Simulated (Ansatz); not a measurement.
MoRu:
Space group Fm-3m (No. 225); a = 5.071 Å, b = 5.071 Å, c = 5.071 Å, α = 90.00°, β = 90.00°, γ = 90.00°

```csv
atom,site,symmetry,x,y,z
Ru,4a,m-3m,0.0000,0.0000,0.0000
Mo,4b,m-3m,0.5000,0.5000,0.5000
```
(The calculation used a cell of 2 atoms; values per cell refer to that cell.)

Relaxed with r²SCAN.

Task: Tabulate the valence density and the electron localisation function along the shortest Ru–Ru contact (3.59 Å), the program Ansatz at the r²SCAN level (PAW).

Result: 

| distance from Ru (Å) | density (e/Å³) | ELF |
|---|---|---|
| 0.36 | 8.54 | 0.58 |
| 0.54 | 5.78 | 0.67 |
| 0.72 | 2.88 | 0.57 |
| 0.90 | 1.12 | 0.37 |
| 1.08 | 0.53 | 0.25 |
| 1.25 | 0.33 | 0.28 |
| 1.43 | 0.25 | 0.34 |
| 1.61 | 0.21 | 0.38 |
| 1.79 | 0.20 | 0.40 |
| 1.97 | 0.21 | 0.38 |
| 2.15 | 0.25 | 0.34 |
| 2.33 | 0.33 | 0.28 |
| 2.51 | 0.53 | 0.25 |
| 2.69 | 1.12 | 0.37 |
| 2.87 | 2.88 | 0.57 |
| 3.05 | 5.78 | 0.67 |
| 3.23 | 8.54 | 0.58 |

The density is the valence pseudo-density with augmentation charge, so density and ELF within about 1 Å of a nucleus are not all-electron values.

The start of the workflow was typed in or built on a structure type; neither database checked (COD, Materials Project) lists it. Whether it is the stable phase at ambient conditions was not checked. The r²SCAN relaxation kept the symmetry of its start. At this level the phase is mechanically unstable. The run is not spin-polarised. Its formation energy is positive at this level, so the cell may be metastable or incomplete.

Potentials: the later of the program's two PAW sets.
